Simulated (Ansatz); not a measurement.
Starting cell, Be (hcp, Mg type):

```
Be
1.0
    4.52945     0.00000     0.00000
   -1.13236     1.96131     0.00000
    0.00000     0.00000     3.56124
Be
4
Direct
  0.16667   0.66667   0.75000
  0.66667   0.66667   0.75000
  0.33333   0.33333   0.25000
  0.83333   0.33333   0.25000
```

In each cell atom 3 (Be, nearest neighbour Be at 2.209 Å; its periodic images, 2.3 Å or more away, move with it) moves by s·(-0.513, 0.296, -0.806) (towards the nearest neighbour), the rest being held.

Method: PBE (plane waves to 420 eV, PAW, scalar-relativistic; Ansatz, a first-principles code). k mesh 19×19×11 (Γ-centred), Fermi-Dirac smearing 0.05 eV. The energy includes the smearing's −TS. With partly filled bands, energies and forces of such displacements shift with the k mesh and the smearing. Be was relaxed with its symmetry unable to fall. ΔE is measured from the undisplaced structure.

### Question
What ΔE (meV/cell) does the calculation give at s (Å) = -0.440, -0.088, 0.088, 0.352, 0.440?

### Answer
```json
[
 {"s (Å)": "-0.440", "ΔE (meV/cell)": "784"},
 {"s (Å)": "-0.088", "ΔE (meV/cell)": "29"},
 {"s (Å)": "0.088", "ΔE (meV/cell)": "30"},
 {"s (Å)": "0.352", "ΔE (meV/cell)": "513"},
 {"s (Å)": "0.440", "ΔE (meV/cell)": "839"}
]
```

(A displaced cell: forces are minus the slopes of the energy, force constants its curvatures, and phonons follow from these.)
